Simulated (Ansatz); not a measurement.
Space group P6_3/mmc (No. 194). a = 3.246 Å, b = 3.246 Å, c = 5.150 Å, α = 90.00°, β = 90.00°, γ = 120.00°
| atom | site | symmetry | x | y | z |
| --- | --- | --- | --- | --- | --- |
| Zr | 2c | -6m2 | 0.3333 | 0.6667 | 0.2500 |

Equation of state of this Zr structure (not necessarily the ground state), with shape and atoms relaxed at each volume where symmetry leaves them free. It has no gap at any of these volumes. All numbers below come from DFT r2SCAN, scalar-relativistic, plane waves, PAW (Ansatz).

Plane waves to 500 eV, a k mesh through Γ of 18×18×8 on the computed 2-atom cell and Gaussian smearing (0.10 eV); no spin polarisation.

| V (Å³/atom) | E − E(largest V) (meV/atom) | P (GPa) |
| --- | --- | --- |
| 22.093 | 4.32 | 6.52 |
| 22.798 | -16.74 | 3.06 |
| 23.503 | -23.36 | 0.00 |
| 24.208 | -17.25 | -2.70 |
| 24.914 | 0.00 | -5.07 |

Question: Fit a third-order Birch–Murnaghan equation to E(V).

Answer: V0 = 23.50 Å³/atom, B0 = 96 GPa, B0' = 3.3.

Cost: 5 runs of about 3.5 core-minutes in all, on Arm Neoverse V2 (shared hosts).